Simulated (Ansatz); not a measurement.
This Ansatz input for AuCu3-type YMn₃ was spoiled on purpose:

```yaml
crystal:
  lattice:
    - [4.1069131494, 0.0, 0.0]
    - [0.0, 4.1069131494, 0.0]
    - [0.0, 0.0, 4.1069131494]
  atoms:
    - { symbol: "Y", position: [0.0, 0.0, 0.0] }
    - { symbol: Mn, position: [0.0, 0.5, 0.5], spin: 3.5 }
    - { symbol: Mn, position: [0.5, 0.5, 0.0], spin: 3.5 }
    - { symbol: Mn, position: [0.5, 0.0, 0.5], spin: 3.5 }
basis:
  ecutwfc: 420
  ecutrho_ratio: 4
kpoints:
  mp_grid: { grid: [8, 8, 8] }
hamiltonian:
  xc: pbe
scf:
  occupations: { method: gaussian, width: 0.05 }
  max_iter: 75
output:
  Forces: true
  stress: true
magnetization:
  spin_polarized: true
```

Launched as:
```sh
ansatz run input.yaml --threads 2 --pin off --max-ram 2662MiB --backend cpu --events-out ev --progress --plain --runs-dir out
```

Question: What is wrong with it?

Answer: A misspelt key. Against the sound input: output.forces: "forces" → "Forces" (the cap on iterations is only a precaution).

What the program printed:

```
Error: YAML parse error: error: line 22 column 3: unknown field `Forces`, expected one of write_density, write_potential, write_potential_components, volumetric_format, write_bands, fatbands, populations, hubbard, elf, band_densities, bader, dos, optics, efg, charged_corrections, wannier, polarization, topological_invariants, transmission, current_voltage, crpa, pair_interaction, rpa_energy, embedding, core_levels, xc_energy_on_converged_density, boltztrap, local_orbitals, orbitals, eigenstates, states_by_energy, atomic_orbital_hamiltonian, active_space, given_orbital_levels, support_matrices, forces, stress, cutoff_correction, eigenvalues, band_residual_tolerance, publish_guard_bands
  --> <input>:22:3
   |
```

The input was refused before any iteration. It ran for 0.04 s on 2 threads of Arm Neoverse N1, on a shared host, peak memory 0.026 GiB. The run before the change (PBE, 420 eV, 8×8×8 mesh) gave:

| run | P (GPa) | gap on the mesh (eV) | cell moment (μB) | largest force component (eV/Å) |
| --- | --- | --- | --- | --- |
| sound | 0.0 | metal | 9.86 | 0.000 |

The two runs also differ in their start: the sound one had the moments 0.00, 3.65, 3.65, 3.65 μB typed, and went on from the state of an earlier run.

The cell came from substitution into a structure type; whether the compound takes it is for experiment to say.
